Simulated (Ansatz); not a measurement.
One crystal and one scan (energy over volume and axial ratio) at two levels, r2SCAN (plane waves to 500 eV, PAW, scalar-relativistic; Ansatz, an electronic-structure program) and PBE (plane waves to 420 eV, PAW, scalar-relativistic; Ansatz), each from its own relaxed cell and on its own mesh. The cell shown is that of r2SCAN.

Zr (hcp, Mg type)

```
CELL_PARAMETERS angstrom
      3.24591     0.00000     0.00000
     -1.62295     2.81104     0.00000
      0.00000     0.00000     5.15116
ATOMIC_POSITIONS crystal
  Zr 0.33333 0.66667 0.75000
  Zr 0.66667 0.33333 0.25000
```

Grid over V/V₀ and (c/a)/(c/a)₀, subscript 0 meaning the relaxed cell; the conventional c axis lies along z; no internal relaxation.

E stands for the smeared free energy. The PAW data are Ansatz's earlier set. Zr is run without spin polarisation. Zr was relaxed with its symmetry unable to fall. With partly filled bands, the response to shear is sensitive to the k mesh, so small differences along c/a are uncertain. Percentages come from the unrounded values. Both scans cover V/V₀ from 0.920 to 1.080 and (c/a)/(c/a)₀ from 0.960 to 1.040.

Results of r2SCAN:

Lattice constant a (Å): 3.246
Lattice constant c (Å): 5.151
Relaxed volume (Å³/atom): 23.50
Modulus against c/a change at fixed volume, (3/4V)·∂²E/∂(ln c/a)² (fit, atoms clamped) (GPa): 52

### Question
What does PBE give for the same quantities?

### Answer
```
quantity                                                                                        PBE     r2SCAN − PBE
--------------------------------------------------------------------------------------------  -----  ---------------
Lattice constant a (Å)                                                                        3.232  +0.014 (+0.4 %)
Lattice constant c (Å)                                                                        5.174  -0.023 (-0.4 %)
Relaxed volume (Å³/atom)                                                                      23.40   +0.10 (+0.4 %)
Modulus against c/a change at fixed volume, (3/4V)·∂²E/∂(ln c/a)² (fit, atoms clamped) (GPa)     45       +7 (+15 %)
```

r2SCAN gives the higher value for: lattice constant a; modulus against c/a change at fixed volume. r2SCAN gives the lower value for: lattice constant c. They agree on: relaxed volume (within 0.6 %).

(Under strain, the slope of the energy per volume gives the stress and its curvature an elastic modulus.)
